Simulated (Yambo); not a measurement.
```xyz
10
Lattice="-2.6857 2.6857 3.8961 2.6857 -2.6857 3.8961 2.6857 2.6857 -3.8961" Properties=species:S:1:pos:R:3 pbc="T T T"
O     -1.0276     1.6582     3.8961
O      3.7133     1.0276     0.0000
O      1.0276     1.6582     0.0000
O      1.6582     1.0276     3.8961
O      0.0000     0.0000     5.8442
O      0.0000     0.0000     1.9481
Ca     2.6857     0.0000     1.9481
Ca     0.0000     2.6857     1.9481
Ti     0.0000     0.0000     3.8961
Ti     0.0000     0.0000     0.0000
```

Workflow: norm-conserving LDA (Quantum ESPRESSO, 84 Ry, without SOC), then G0W0 in Yambo (4×4×4 Γ-centred k mesh, bands 3 to 141 and a 6 Ry block in the screening, 141 bands in G with the Bruneval-Gonze terminator, plasmon pole fitted at 27.2 eV).

Problem. Give the LDA and G0W0 gaps between the band edges found on this mesh, and say where the edges lie.

Solution. Edges: (0, 0, 0.25) → (0, 0, 0.25). LDA: 2.30 eV; G0W0: 4.02 eV. Among the k points computed, the smallest G0W0 gap is 3.99 eV, (0, 0, 0.25) → Γ. Nearest settings tried, and what they do to the gap: 2 Ry block (35 vectors against 181): +1127 meV. Not varied: bands in G, bands in W, mesh. So the settings aren't converged at that level. 

Geometry of the Materials Project entry, not relaxed at this level.

This is not the ordinary phase of the substance.
